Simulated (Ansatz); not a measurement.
Crystals of one structure type (diamond) and one family of elements, relaxed and computed with PBE (plane waves, PAW; program Ansatz).

| crystal | V (Å³/atom) | B₀ by P(V) fit (GPa) |
|---|---|---|
| Fe | 14.46 | 155 |
| Mn | 15.18 | ? |
| Cr | 16.52 | 103 |
| Sc | 34.09 | 9.6 |

Task: Fit a straight line to ln B₀ against ln V and predict the withheld value.

Result: Least squares on the 3 shown rows: ln B₀ = -3.25 × ln V + (13.735), with a scatter of 1 %. For Mn this gives 134. The run itself gave 146, outside the scatter: the line misses something about this case.

Typed or built starts, not in the databases checked: Fe, diamond; Mn, diamond; Cr, diamond; Sc, diamond. Not the usual ambient phase: Fe, diamond; Mn, diamond; Cr, diamond; Sc, diamond. Began spin-polarised and lost the moments: Fe, diamond; Mn, diamond; Cr, diamond. All cells were relaxed under the symmetry of their starts (and spin orders); stability against distortions was not tested throughout. Rows with no word on spin ran without spin polarisation.

Potentials: the later of the program's two PAW sets.
